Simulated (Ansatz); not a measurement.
BRu (CsCl type, Pm-3m), the program Ansatz at the PBE level (PAW), all energies at zero smearing, with the estimated change up to a 700 eV cutoff added, with one set of potentials and settings (totals compare only within such a set). Cell of 2 atoms (1 Ru, 1 B): -6034.508 eV.

```
element                reference phase  E (eV/atom)
-------  -----------------------------  -----------
Ru       P6_3/mmc, 2 atoms in the cell   -5878.7331
B           R-3m, 12 atoms in the cell    -155.9170
```

Formation energy per atom, worked out: (-6034.508 − 1×(-5878.7331) − 1×(-155.9170))/2 = 0.071 eV/atom (7 kJ per mol of atoms), at 0 K, without zero-point energy or fitted corrections.

The cell is a constructed one: a structure type filled with these elements; neither database checked (COD, Materials Project) lists it. Whether it is the stable phase at ambient conditions was not checked. The PBE relaxation kept the symmetry of its start; whether a distortion lowers the energy is not shown. No spin polarisation was allowed. The references are the lowest solids computed at this level, not always the standard phases.

Potentials: the earlier of the program's two PAW sets.
